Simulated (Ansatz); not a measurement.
This ZrPbO₄ structure is the end of a relaxation. The cell was found from a structure generator's guess, not taken from experiment.

The calculation used Ansatz, DFT PBE, scalar-relativistic, plane waves, PAW. Cutoff 420 eV, Γ-centred mesh, Gaussian smearing, no spin polarisation.

```
CELL_PARAMETERS angstrom
3.66128 0.00000 0.00000
-1.83064 3.17076 0.00000
0.00000 0.00000 6.25572
ATOMIC_POSITIONS crystal
Zr 0.00000 0.00000 0.50000
Pb 0.00000 0.00000 0.00000
O 0.33333 0.66667 0.70226
O 0.33333 0.66667 0.29774
O 0.66667 0.33333 0.29774
O 0.66667 0.33333 0.70226
```

Energies over the elements count from the elements' standard structures at the same level (O₂ as a molecule), with no fitted energy shifts.

Question: Find its symmetry and describe it.

Answer: P6/mmm (No. 191). Conventional cell: a = 3.661 Å, c = 6.256 Å. Zr has 12 O at 2.46 Å and 2 Pb at 3.13 Å; around Pb lie 12 O at 2.82 Å and 2 Zr at 3.13 Å; O is surrounded by 3 O at 2.11 Å, 3 Zr at 2.46 Å, 1 O at 2.53 Å and 3 Pb at 2.82 Å.

Question: What is its formation energy per atom?

Answer: −0.86 eV/atom.

Question: Is it a metal?

Answer: Yes, bands cross the Fermi level on the 12×12×6 mesh.

The last run used a 12×12×6 mesh (in the run's order of axes) for its 6-atom cell and Gaussian smearing of 0.10 eV. These runs have no spin–orbit coupling, which can matter for Pb. A structure relaxed within its symmetry needn't be a true minimum. Another cell of ZrPbO4 relaxed alike, in P4/mmm, lies 1.10 eV/atom lower, so this cell isn't the stable form at this level.
